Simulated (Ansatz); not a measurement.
SiC in space group P6_422 (No. 181; Si on 3c, C on 3d), PBEsol in the plane-wave PAW code Ansatz. The conduction-band minimum lies at M, with 3 equivalent valleys. Second derivatives d²E/dk² of the lowest band at one valley (eV·Å²), along Cartesian directions:…

```json
[
 {"direction": "[100]", "d²E/dk²": "8.660"},
 {"direction": "[010]", "d²E/dk²": "16.98"},
 {"direction": "[001]", "d²E/dk²": "44.15"},
 {"direction": "[110]", "d²E/dk²": "12.78"},
 {"direction": "[101]", "d²E/dk²": "26.37"},
 {"direction": "[011]", "d²E/dk²": "30.55"}
]
```

**Question.** Find the principal effective masses, the density-of-states mass and the conductivity mass.

**Answer.** Off-diagonal terms follow from H_xy = H[110] − (H_xx + H_yy)/2, and m*/mₑ = 7.620 eV·Å² over each eigenvalue: 0.17, 0.45, 0.88. One valley's DOS mass (m₁m₂m₃)^(1/3) = 0.41, conductivity mass 3/(Σ 1/mᵢ) = 0.33 mₑ.

**Question.** What effective density of states Nc follows at 300 K for parabolic valleys?

**Answer.** Nc = 2.509e19 × 3 × (0.41)^(3/2) ≈ 2.0e19 cm⁻³.

**Question.** With the computed static dielectric constant 21.4 (mean of the diagonal), estimate a hydrogenic donor's binding energy and radius.

**Answer.** E = 13.606 eV × 0.33/21.4² ≈ 9.8 meV; a = 0.529 Å × ε/m* ≈ 34 Å. Semilocal masses tend to be too small where the gap is.

The start of the workflow was typed in or built on a structure type; neither database checked (COD, Materials Project) lists it. It is not the phase usual at ambient conditions (space group No. 186, 216). The PBEsol relaxation kept the symmetry of its start; phonons on a q-mesh show no instability. Its formation energy is positive at this level, so the cell may be metastable or incomplete.

Potentials: the later of the program's two PAW sets.
